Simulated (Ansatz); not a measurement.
Consider the following.

SiNi (rock salt, Fm-3m), a = 4.7401 Å, b = 4.7401 Å, c = 4.7401 Å, α = 90.00°, β = 90.00°, γ = 90.00°; the cell used has 2 atoms.

This is the PBE-relaxed structure.

Q: All from DFT-PBE in the program Ansatz with PAW potentials, unless another level is named. Predict the electronic character.

A: metallic (no gap).

Q: Predict the density of states at the Fermi level.

A: 0.62 states/eV per atom (mean over ±0.08 eV).

Q: What about the formation energy from the elements (no fitted shifts)?

A: 0.019 eV/atom.

The cell is a constructed one: a structure type filled with these elements; neither database checked (COD, Materials Project) lists it. It is not the phase usual at ambient conditions (space group No. 62). The cell was relaxed with PBE under the symmetry of its start. At this level the phase is mechanically unstable. The workflow began spin-polarised and lost its moments. The references are the lowest solids computed at this level, not always the standard phases.

Potentials: the later of the program's two PAW sets.
